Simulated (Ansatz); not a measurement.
The relaxed structure here is a generated cell of As: the first start was made by placing the elements on the sites of a structure type, and the end was not matched to a known phase here, so it may be hypothetical. Known forms of As include space group No. 166.

One starting cell of As (a generated cell, As built in the beta-W structure type) was relaxed twice with Ansatz (plane waves, PAW, scalar-relativistic): with r2SCAN at 500 eV and with PBE at 420 eV. The r2SCAN result:

```cif
data_As8
_chemical_formula_sum 'As8'
_space_group_name_H-M_alt 'Pm-3n'
_space_group_IT_number 223
_space_group_name_Hall '-P 4n 2 3'
_cell_length_a 5.37533
_cell_length_b 5.37533
_cell_length_c 5.37533
_cell_angle_alpha 90.000
_cell_angle_beta 90.000
_cell_angle_gamma 90.000
loop_
_atom_site_label
_atom_site_type_symbol
_atom_site_symmetry_multiplicity
_atom_site_Wyckoff_symbol
_atom_site_fract_x
_atom_site_fract_y
_atom_site_fract_z
_atom_site_occupancy
As1 As 6 c 0.00000 0.50000 0.25000 1
As2 As 2 a 0.00000 0.00000 0.00000 1
```

```tsv
quantity	r2SCAN	PBE
space group	Pm-3n	Pm-3n
volume (Å³/atom)	19.41	___
a (Å)	5.375	___
gap (eV, no spin-orbit coupling)	0.00	___
```

Task: What does PBE give for the same quantities?

Result: 
- volume (Å³/atom), PBE: 19.63
- a (Å), PBE: 5.396
- gap (eV, no spin-orbit coupling), PBE: 0.00

Both levels end in the same structure; PBE's volume is 1.1 % larger. Neither column is exact.

No spin polarisation in the result.

The run could not lose the symmetry of its start, so the end can be a saddle point.

All atoms sit on sites fixed by symmetry, so only the cell could relax.

Ansatz is a quantum-chemistry and plane-wave program.
